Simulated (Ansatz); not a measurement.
BaAg2Ge2 in space group I4/mmm (No. 139; Ge on 4e, Ag on 4d, Ba on 2a), plane-wave PAW PBEsol (Ansatz code), all energies at zero smearing, with the estimated change up to a 700 eV cutoff added, with one set of potentials and settings (totals compare only within such a set). Cell of 5 atoms (2 Ge, 2 Ag, 1 Ba): -29416.017 eV.

| element | reference phase | E (eV/atom) |
|---|---|---|
| Ge | Fd-3m, 2 atoms in the cell | -4253.4978 |
| Ag | P6_3/mmc, 4 atoms in the cell | -7522.2452 |
| Ba | Im-3m, 1 atoms in the cell | -5862.6098 |

Formation energy per atom, worked out: (-29416.017 − 2×(-4253.4978) − 2×(-7522.2452) − 1×(-5862.6098))/5 = -0.384 eV/atom (-37 kJ per mol of atoms), at 0 K, without zero-point energy or fitted corrections.

The workflow started from an entry of the Crystallography Open Database (COD). Its standing as an ambient phase is unchecked. The PBEsol relaxation kept the symmetry of its start; its stability against distortions is not shown here. No spin polarisation was allowed. The references are the lowest solids computed at this level, not always the standard phases. Spin–orbit coupling is left out wherever it is not named.

Potentials: the later of the program's two PAW sets.
